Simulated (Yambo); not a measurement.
Material: K₂Pt (space group Fm-3m, No. 225); a = 5.284 Å, b = 5.284 Å, c = 5.284 Å, α = 60.00°, β = 60.00°, γ = 60.00° (3 atoms in the cell). Cell and atoms were relaxed with PBEsol from Materials Project entry mp-1062676, within its symmetry.

With norm-conserving PBEsol (Quantum ESPRESSO, 84 Ry, scalar-relativistic), the gap between the mesh's edge points (X → L) is 1.401 eV.

Problem. By how much does one-shot G0W0 (Yambo; 4×4×4 Γ-centred k mesh, bands 5 to 154 and a 7 Ry block in the screening, 154 bands in G with the Bruneval-Gonze terminator, plasmon pole fitted at 27.2 eV) open this gap, and what gap results?

Solution. The correction is 0.810 eV, giving 2.211 eV, 1.6 times the PBEsol value.  Nearest settings tried, and what they do to the gap: 70 bands in W: -39 meV; 1 Ry block (27 vectors against 259): -40 meV. Not varied: bands in G, mesh. So the settings aren't converged at that level. Without spin-orbit coupling, band edges of such heavy elements can be off by tenths of an eV.

The structure is a Materials Project entry; no match was found in the copy of COD used, and its stability was not checked.
